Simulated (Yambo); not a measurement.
Yambo run on AlPO₄ (space group P2_1, No. 4). The wavefunctions are norm-conserving LDA (Quantum ESPRESSO, 84 Ry, without SOC) ones on a 2×1×2 mesh (32 occupied bands); a = 4.9820 Å, b = 8.2713 Å, c = 5.0611 Å, α = 90.00°, β = 118.56°, γ = 90.00°.

Yambo input:

```
rim_cut
gw0
dyson
el_el_corr
HF_and_locXC
ppa
em1d
RandQpts= 1000000
RandGvec= 1 Ry
EXXRLvcs= 84 Ry
VXCRLvcs= 336 Ry
Chimod= "HARTREE"
% BndsRnXp
 1 | 264 |
%
NGsBlkXp= 7 Ry
% LongDrXp
 1.0 | 1.0 | 1.0 |
%
PPAPntXp= 27.2114 eV
% GbndRnge
 1 | 101 |
%
GTermKind= "none"
DysSolver= "n"
ExtendOut
% QPkrange
 1 | 1 | 32 | 33 |
%
```

k points by index: 1 = Γ.

The o-*.qp file then holds:

```
#    K-point    Band    Eo [eV]    E [eV]    E-Eo [eV]    Vxc [eV]    Vnlxc [eV]    Sc|Eo [eV]    Sc|E [eV]    dSc/dw|Eo [eV]    Re(Z)    Im(Z)
#
    1    32    0.000000    -1.229330    -1.229330    -19.83104    -25.74065    4.425064    4.680277    -5.648670    0.828098    -0.001007
    1    33    5.519764    7.183327    1.663563    -9.415589    -5.013875    -2.527666    -2.738151    -3.442814    0.887688    -0.713378E-3
```
(The two width columns are left out.) Convergence of these settings isn't established.

Geometry of the Materials Project entry, not relaxed at this level.
